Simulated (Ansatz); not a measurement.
Theory: DFT PBE, scalar-relativistic, plane waves, PAW (Ansatz). The final run on the 12-atom cell used 420 eV, a Γ-centred 6×6×6 mesh, 0.02 eV smearing and no spin polarisation.

Formation energies are uncorrected and refer to the elements' standard structures at the same level.

Problem. Suggest a trial structure for a trigonal semiconductor made of Al, As and In, with a gap near 1.3 eV, a formation energy near −0.43 eV/atom and a density near 3.97 g/cm³, in a cell of 12 atoms. Its symmetry should be R3 (No. 146).

Solution. Al₅InAs₆, space group R3 (No. 146). Al on a site of symmetry 1 is surrounded by 4 As at 2.48–2.51 Å; Al on a site of symmetry 3 is surrounded by 4 As at 2.47–2.50 Å; In is surrounded by 4 As at 2.64 Å; around As on a site of symmetry 1 lie 3 Al at 2.46–2.49 Å and 1 In at 2.64 Å; 4 more sites not described.

```
CELL_PARAMETERS angstrom
3.54303 2.04557 6.72601
-3.54303 2.04557 6.72601
0.00000 -4.09114 6.72601
ATOMIC_POSITIONS crystal
Al 0.83350 0.16236 0.50398
Al 0.16236 0.50398 0.83350
Al 0.50398 0.83350 0.16236
Al 0.00150 0.00150 0.00150
Al 0.66427 0.66427 0.66427
In 0.33338 0.33338 0.33338
As 0.72720 0.02331 0.37988
As 0.02331 0.37988 0.72720
As 0.37988 0.72720 0.02331
As 0.87749 0.87749 0.87749
As 0.20240 0.20240 0.20240
As 0.53974 0.53974 0.53974
```

| Property | Result |
| --- | --- |
| Volume per atom | 24.37 Å³ |
| Density | 3.97 g/cm³ |
| Energy over the elements | −0.435 eV/atom |
| Gap on the 6×6×6 mesh of the 12-atom cell | 1.34 eV |

It was reached by relaxing an invented guess, and it needn't be the stable form of this composition. The answer needn't be unique; the calculation gave this one.

Kohn–Sham gaps at this level usually fall short of measured ones. The reference form of As is held partly by dispersion forces, which this level lacks. A structure relaxed within its symmetry needn't be a true minimum.
